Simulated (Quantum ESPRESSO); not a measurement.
# Planted mistakes on one cell of Si2AsO5N

These are calculations, not measurements. They come from pw.x of Quantum ESPRESSO 7.5, a plane-wave density functional program, with PseudoDojo standard norm-conserving files (v0.5 for PBE, v0.4.1 for LDA and PBEsol). The cells are made up: elements, strain and atom displacements were drawn at random, and nothing was relaxed. There is no spin polarisation, spin-orbit coupling or dispersion term.

The cell has 9 sites of a quartz lattice. Sites 1 to 3 hold Si Si As; sites 4 to 9 hold O O O O O N. Cell vectors in Å: (5.057, -0.055, 0.037); (-2.576, 4.486, 0.001); (0.040, 0.025, 5.543). Settings: PBE, cutoff 1143 eV, 5 x 5 x 4 k mesh shifted by half a step, Fermi-Dirac smearing of 0.025 eV.

The intended run has a self-consistency threshold of 1e-07 eV, a smearing term of 0.000 eV, a pressure of 5.33 GPa and 12 iterations. Each further run changes one thing: all lengths scaled by 1.0200; atoms of sites 8 and 9 exchanged; cutoff 589 eV; files of PBEsol; k mesh 2 x 2 x 2; one electron removed; smearing 0.72 eV; threshold 0.7 eV. A coarse mesh keeps the shift, and a charged cell sits in a uniform background.

```
run,change of free energy (eV),smearing term -TS (eV),change of P (GPa),largest change of a force component (eV/Å),iterations
A,50.504,0.000,-257.99,0.822,11
B,-0.022,0.000,-9.30,1.219,12
C,-0.289,-1.051,2.39,0.695,11
D,0.234,0.000,1.44,4.166,12
E,-4.196,-0.019,-12.67,3.526,13
F,11.291,0.000,-3.28,0.263,12
G,0.027,0.000,1.36,0.626,4
H,-0.009,0.000,0.02,0.026,12
```

A rerun of the intended cell at 1437 eV and k mesh 7 x 7 x 6 moved values by no more than 0.004 eV in the cell's energy, 0.02 GPa in stress and 0.002 eV/Å in force.

Question: which change belongs to which run?

## Worked reading

Run G has the fewest iterations, as a run stopped early does. Run C has the largest smearing term, as wide smearing gives. Run A has a higher energy and the largest fall in pressure, as too small a basis gives. Run B changes the volume by a factor of 1.0612; minus its pressure change over the logarithm of that factor, 157 GPa, is a rough bulk modulus with clamped atoms. Energies from files of another functional, or of a charged cell, have another zero and say nothing on stability; the pressure of a charged cell rests on the program's zero of potential too.

## Key

```
run                            change
  A                     cutoff 589 eV
  B      all lengths scaled by 1.0200
  C                  smearing 0.72 eV
  D  atoms of sites 8 and 9 exchanged
  E              one electron removed
  F                   files of PBEsol
  G                  threshold 0.7 eV
  H                  k mesh 2 x 2 x 2
```